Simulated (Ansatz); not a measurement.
Input:

NbAs:
```cif
data_As4Nb4
_chemical_formula_sum 'Nb4 As4'
_space_group_name_H-M_alt 'I41md'
_space_group_IT_number 109
_space_group_name_Hall 'I 4bw -2'
_cell_length_a 3.45721
_cell_length_b 3.45721
_cell_length_c 11.76438
_cell_angle_alpha 90.000
_cell_angle_beta 90.000
_cell_angle_gamma 90.000
loop_
_atom_site_label
_atom_site_type_symbol
_atom_site_symmetry_multiplicity
_atom_site_Wyckoff_symbol
_atom_site_fract_x
_atom_site_fract_y
_atom_site_fract_z
_atom_site_occupancy
Nb1 Nb 4 a 0.00000 0.00000 0.74962 1
As1 As 4 a 0.00000 0.00000 0.16738 1
```
(The calculation used a cell of 4 atoms; values per cell refer to that cell.)

This is the r²SCAN-relaxed structure.

All from DFT-r²SCAN in the program Ansatz with PAW potentials, unless another level is named. Predict the electronic character.

no gap, with almost no states at the Fermi level (zero-gap or semimetallic).

Give the gap with spin–orbit coupling.

none (metallic).

Space group I4_1md. The r²SCAN relaxation kept the symmetry of its start. The run is not spin-polarised. A small band overlap can be real or an error of a semilocal functional. Spin–orbit coupling is left out wherever it is not named.

Potentials: the earlier of the program's two PAW sets.
